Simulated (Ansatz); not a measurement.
Ansatz input

```yaml
crystal:
  lattice:
    - [2.4238416652, 0.0, 0.0]
    - [-1.2119208326, 2.0991084568, 0.0]
    - [0.0, 0.0, 3.9329519266]
  atoms:
    - { symbol: Mn, position: [0.3333333333, 0.6666666667, 0.25] }
    - { symbol: Mn, position: [0.6666666667, 0.3333333333, 0.75] }
hamiltonian:
  xc: r2scan
  pseudopotentials:
    kind: paw
    azcp:
      Mn: "pseudopotentials/Mn.paw.azcp"
basis:
  ecutwfc: 500
  fft_grid_basis: typed
kpoints:
  mp_grid: { grid: [16, 16, 9], shift: [0, 0, 0] }
magnetization:
  spin_polarized: false
scf:
  occupations: { method: fermi_dirac, width: 0.1 }
  lower_state_search: "off"
output:
  stress: true
```

and its output:

```
Engine: ansatz 0.2.0, x86_64-unknown-linux-gnu
Pseudopotentials: kind: paw
Pseudopotential: Mn, paw, valence charge 15, recommended cutoff 500 eV (meta_gga) 
Functional definition: r2SCAN
  parameter k0 = 0.174
  parameter k1 = 0.065
  parameter a1 = 4.9479
  exchange = r2scan_x(k0 = k0, k1 = k1, a1 = a1)
  correlation = r2scan_c
Crystal: 2 atoms, lattice volume = 20.010 Å³
Basis set: ecut = 500 eV, 537 PW (Γ), exchange–correlation on 72×72×120 points (64 copies of the dense FFT grid, shifted against one another)
Bands: 19, of which v1, the nominal top of the filled ones, is band 15 counted from 1 (14 counted from 0)
Symmetry: 24 space group operations
Space group: P63/mmc (ITA 194), of the structure as read, at distance tolerance 2.7e-5 Å
k-points: 150 of 2304
Non-local potential: Mn, projectors of the file, l = 0: 3, l = 1: 2, l = 2: 3, l = 3: 1
PAW form: soft (Blöchl's): semilocal exchange-correlation on the pseudo side does not see the compensation charge
PAW frozen core: Mn, regenerated for the run's functional (the file was generated under x = pbe(κ = 0.804, μ = 0.2195149727645171), c = pbe(β = 0.06672455060314922))
PAW one-centre angular grid: Mn, 590 points (default); XC on 160 Gauss nodes
Initial density: superposition of atomic densities (neutral atoms: chi_scale 0, normalization atom), corrected by the library's trained network
Initial wavefunctions: pseudopotential atomic-orbital guess
Functional: x = r2scan, c = r2scan; τ floored in thin density (d = 2e-4 eV/Å³)
SCF iter   1: F=-7806.909152 eV  HF=-7806.839110 eV  |F-HF|=7.00e-2  |Δ(HF+E_count)|=         —  Δρ=1.46e-2  dr2=2.40e-2  dr2_τ=1.11e-1  ethr=1.77e-3  ⟨swp⟩=4.0  Hψ=11040  notcnv=0
SCF iter   2: F=-7806.932432 eV  HF=-7806.932589 eV  |F-HF|=1.57e-4  |Δ(HF+E_count)|=   9.35e-2  Δρ=6.10e-3  dr2=3.56e-3  dr2_τ=2.87e-4  ethr=8.01e-5  ⟨swp⟩=2.0  Hψ=7448  notcnv=0
SCF iter   3: F=-7806.933812 eV  HF=-7806.933144 eV  |F-HF|=6.68e-4  |Δ(HF+E_count)|=   5.55e-4  Δρ=2.57e-3  dr2=4.67e-4  dr2_τ=2.62e-5  ethr=1.19e-5  ⟨swp⟩=2.0  Hψ=5005  notcnv=0
SCF iter   4: F=-7806.933876 eV  HF=-7806.933914 eV  |F-HF|=3.78e-5  |Δ(HF+E_count)|=   7.70e-4  Δρ=7.07e-4  dr2=5.70e-5  dr2_τ=5.31e-7  ethr=1.56e-6  ⟨swp⟩=2.7  Hψ=5925  notcnv=0
SCF iter   5: F=-7806.933915 eV  HF=-7806.933918 eV  |F-HF|=3.54e-6  |Δ(HF+E_count)|=   4.23e-6  Δρ=2.16e-4  dr2=5.56e-6  dr2_τ=7.44e-8  ethr=1.90e-7  ⟨swp⟩=2.0  Hψ=3836  notcnv=0
SCF iter   6: F=-7806.933917 eV  HF=-7806.933918 eV  |F-HF|=1.51e-7  |Δ(HF+E_count)|=   7.18e-7  Δρ=4.85e-5  dr2=2.75e-7  dr2_τ=4.28e-9  ethr=1.85e-8  ⟨swp⟩=2.0  Hψ=3969  notcnv=0
SCF iter   7: F=-7806.933918 eV  HF=-7806.933918 eV  |F-HF|=6.64e-9  |Δ(HF+E_count)|=   1.93e-8  Δρ=9.06e-6  dr2=1.01e-8  dr2_τ=7.80e-11  ethr=3.33e-10  ⟨swp⟩=5.0  Hψ=11884  notcnv=0
SCF 1 converged in 7 iterations: F = -7806.933918 eV  dr2 = 1.01e-8
SCF converged after 7 iterations
Free energy (F): -7806.933918 eV
Harris-Foulkes:  -7806.933918 eV  (|F-HF|=6.64e-9)
Internal energy: -7806.853744 eV  (E = F + TS)
E sigma→0 (E₀):  -7806.893831 eV
Entropy (-TS):   -0.080174 eV (-40.087 meV/atom)
Fermi energy:    21.831263 eV
--- Per-component energies (eV) ---
  E_band       = -304.025072
  E_kinetic    = 622.042908
  E_local      = -2970.424966  (includes V_loc(G=0)·N_el)
  E_nonlocal   = 473.819995
  E_hartree    = 1247.348234
  E_xc         = -225.564244
  E_vxc        = -332.886268  (∫ρ·V_xc dr)
  E_paw        = -2610.970400  (= ΣΔE_a)
  E_vpaw       = -614.294910  (= ΣTr[D̂ρ^β])
  E_aug_tail   = -0.000009  (compensation charges beyond the density's cutoff)
  E_vtau       = 23.029060  (kinetic-family band-sum trace: ∫τ·v_τ [+ j·A + Jᵃ·Aᵃ] dr)
  E_ewald      = -4342.539175
  E_core_change = -0.566086  (= ΣΔE_core)
  E_smearing   = -0.080174  (= −TS)
  E_closure    = -0.000000  (closes the sum)
  Σ components = -7806.933918   (vs F -7806.933918, Δ=0.00e0)
--- Stress (GPa, compression-positive) ---
       13.713731      -0.000000       0.000000
        0.000000      13.713731      -0.000000
        0.000000      -0.000000      13.559856
  P = ⅓ Tr σ = 13.6624 GPa (136.624 kbar)
```

Launched by

```sh
ansatz run input.yaml --threads 1 --pin off --max-ram 3584MiB --backend cpu --events-out ev --progress --plain --runs-dir out
```

On 1 thread of Intel(R) Xeon(R) Platinum 8259CL CPU @ 2.50GHz (Skylake/Cascade Lake) (shared host) this took about 11 s of wall time and 11 s of CPU time.
